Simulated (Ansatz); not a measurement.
The start is a generated cell, InP built in the zincblende structure type. Cell shape, volume and atoms are optimised at zero target pressure with PBEsol (plane waves to 420 eV, PAW, scalar-relativistic; Ansatz, an electronic-structure program). The first steps use a coarse 7×7×7 k-mesh.

Initial structure:
```
CELL_PARAMETERS angstrom
      0.00000     2.91591     2.91591
      2.91591     0.00000     2.91591
      2.91591     2.91591     0.00000
ATOMIC_POSITIONS crystal
  P  0.75000 0.75000 0.75000
  In 0.00000 0.00000 0.00000
```

**Question.** How much energy is released per atom?

**Answer.** Under 0.01 eV/atom.

**Question.** How does the volume change?

**Answer.** +2.4 %, from 24.79 to 25.39 Å³/atom.

**Question.** How do the shortest distances between atoms change?

**Answer.** The closest pairs of elements (up to four, under 3.6 Å), start → end: In–P 2.53 → 2.55 Å.

**Question.** What does it relax into? Give the structure.

**Answer.** 
Space group F-43m (No. 216); a = b = c = 5.878 Å, α = β = γ = 90.00°

```
atom  site  symmetry       x       y       z
----  ----  --------  ------  ------  ------
P       4c      -43m  0.2500  0.2500  0.2500
In      4a      -43m  0.0000  0.0000  0.0000
```
(The calculation used a cell of 2 atoms; values per cell refer to that cell.)

The space group stays F-43m (No. 216) (the run could not lower it); the end is zinc blende type, with 2 atoms in the primitive cell. Final values are on a 10×10×10 k-mesh of the relaxed cell. No spin polarisation in the result.

The run could not lose the symmetry of its start; a randomly shaken copy of 2 atoms returns to this structure.

All atoms sit on sites fixed by symmetry, so only the cell could relax.
